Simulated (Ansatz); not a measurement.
TaCuN₂:
```
TaCuN2
1.0
    1.57014     0.90652     5.80743
   -1.57014     0.90652     5.80743
    0.00000    -1.81304     5.80743
Ta Cu N
1 1 2
Direct
  0.50000   0.50000   0.50000
  0.00000   0.00000   0.00000
  0.10683   0.10683   0.10683
  0.89317   0.89317   0.89317
```

Relaxed with HSE06. Special points in fractions of this cell's reciprocal vectors: Γ (0.000, 0.000, 0.000); T (0.500, 0.500, 0.500); H2 (0.817, 0.183, 0.500); H0 (0.500, -0.183, 0.183); L (0.500, 0.000, 0.000); S0 (0.341, -0.341, 0.000); S2 (0.659, 0.000, 0.341); F (0.500, 0.000, 0.500).

Q: List the band energies nearest the valence-band maximum at these points for plane-wave PAW HSE06 (Ansatz code).

A: In eV from the valence-band maximum; about four levels below and three above (degenerate sets whole), none deeper than 8.9 eV; points with the same levels are listed once.

```csv
k,below,above
Γ,-2.41 -2.41 -0.89 -0.89,2.38 2.38 3.04
T,-2.63 -2.63 0.00 0.00,2.33 2.33 4.46
H2,-2.45 -2.16 -1.26 -0.38,2.62 4.46 4.82
L,-2.12 -1.37 -0.87 -0.21,1.62 4.48 4.78
S0,-2.46 -2.20 -1.22 -0.38,2.58 4.59 4.80
F,-2.17 -2.12 -2.08 -0.87,2.41 4.58 4.67
```

Space group R-3m. The workflow started from a Materials Project entry (that database holds measured and hypothetical structures alike); the Crystallography Open Database files this formula in space group No. 166, but the cells were not matched. Whether it is the stable phase at ambient conditions was not checked. The cell was relaxed with HSE06 under the symmetry of its start; its stability against distortions is not shown here. The run is not spin-polarised. The hybrid was solved on a coarse mesh, the path and, where they were found, the r²SCAN edge points; its band edges are the extreme levels among these. Spin–orbit coupling is left out wherever it is not named.

Potentials: the later of the program's two PAW sets.
